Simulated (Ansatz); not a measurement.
## Cd5HgTe6: rattling a relaxed structure

It was reached by relaxing an invented guess, and it needn't be the stable form of this composition.

The calculation used DFT PBE, scalar-relativistic, plane waves, PAW (Ansatz 0.2.0). Settings: cutoff 420 eV, Γ-centred mesh 8×8×2 on the computed 12-atom cell, Gaussian smearing of 0.01 eV; no spin polarisation.

The cell below (12 atoms, space group P-4m2 (No. 115)) is relaxed within its symmetry.

```xyz
12
Lattice="4.6844 0.0000 0.0000 0.0000 4.6844 0.0000 0.0000 0.0000 19.8689" Properties=species:S:1:pos:R:3 pbc="T T T"
Cd    0.0000    0.0000   16.5481
Cd    0.0000    0.0000    3.3208
Cd    2.3422    2.3422    6.6281
Cd    0.0000    0.0000    9.9345
Cd    2.3422    2.3422   13.2408
Hg    2.3422    2.3422    0.0000
Te    2.3422    0.0000    1.6727
Te    0.0000    2.3422    4.9747
Te    2.3422    0.0000    8.2815
Te    0.0000    2.3422   11.5875
Te    2.3422    0.0000   14.8942
Te    0.0000    2.3422   18.1963
```

For the test it was strained at random (σ = 1.5 % a component), the atoms were moved at random (σ = 0.15 Å), and all was relaxed again on a coarse 4×4×1 mesh (in the run’s order of axes) with 0.10 eV smearing, with no symmetry imposed.

These runs have no spin–orbit coupling, which can matter for Hg and Te.

Question: Is the structure stable against such a distortion?

Answer: It returns, within 1 meV/atom of the unmoved cell on that mesh and with the same symmetry when read at 0.1 Å. So it is stable against the distortions that fit this cell and that this random move excites. Modes that don't fit the cell aren't tested.
